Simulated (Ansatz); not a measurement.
BAs:
```cif
data_As2B2
_chemical_formula_sum 'B2 As2'
_space_group_name_H-M_alt 'P63mc'
_space_group_IT_number 186
_space_group_name_Hall 'P 6c -2c'
_cell_length_a 3.35436
_cell_length_b 3.35436
_cell_length_c 5.55373
_cell_angle_alpha 90.000
_cell_angle_beta 90.000
_cell_angle_gamma 120.000
loop_
_atom_site_label
_atom_site_type_symbol
_atom_site_symmetry_multiplicity
_atom_site_Wyckoff_symbol
_atom_site_fract_x
_atom_site_fract_y
_atom_site_fract_z
_atom_site_occupancy
B1 B 2 b 0.33333 0.66667 0.37457 1
As1 As 2 b 0.33333 0.66667 0.00043 1
```

Relaxed with PBEsol. DFT-PBEsol in the program Ansatz with PAW potentials gives a gap of 1.02 eV.

What gap does HSE06 give on the same cell (Ansatz, PAW)?

1.76 eV, 0.75 eV more. The hybrid was solved on a coarser mesh and at special points; its gap is the smallest among all of these.

```json
[
 {"k": "Γ", "v1 PBEsol": "0.00", "c1 PBEsol": "2.16", "v1 HSE06": "___", "c1 HSE06": "___"},
 {"k": "A", "v1 PBEsol": "-1.29", "c1 PBEsol": "2.85", "v1 HSE06": "___", "c1 HSE06": "___"},
 {"k": "K", "v1 PBEsol": "-4.64", "c1 PBEsol": "1.20", "v1 HSE06": "-5.04", "c1 HSE06": "1.92"},
 {"k": "H", "v1 PBEsol": "-2.86", "c1 PBEsol": "2.69", "v1 HSE06": "___", "c1 HSE06": "___"},
 {"k": "M", "v1 PBEsol": "-2.08", "c1 PBEsol": "1.02", "v1 HSE06": "-2.28", "c1 HSE06": "1.76"},
 {"k": "L", "v1 PBEsol": "-3.36", "c1 PBEsol": "1.68", "v1 HSE06": "___", "c1 HSE06": "___"}
]
```

Top valence (v1) and lowest conduction level (c1) in eV from each method's valence maximum (which need not be a listed point): supply the withheld HSE06 values.


- A, v1 HSE06: -1.40
- A, c1 HSE06: 3.76
- H, v1 HSE06: -3.12
- H, c1 HSE06: 3.55
- Γ, v1 HSE06: 0.00
- Γ, c1 HSE06: 3.04
- L, v1 HSE06: -3.66
- L, c1 HSE06: 2.49

Cost on shared cores: the PBEsol run (SCF on a 10×10×5 mesh, then bands and DOS) roughly 24 core-seconds, the HSE06 run (SCF on 7×7×4, then a few points) about 4 core-minutes (a rough figure); the tasks are unlike.

Space group P6_3mc (wurtzite). The workflow started from a Materials Project entry (that database holds measured and hypothetical structures alike); the Crystallography Open Database copy checked does not list it. It is not the phase usual at ambient conditions (space group No. 216). The cell was relaxed with PBEsol under the symmetry of its start; whether a distortion lowers the energy is not shown. Spin–orbit coupling is left out wherever it is not named.

Potentials: the later of the program's two PAW sets.
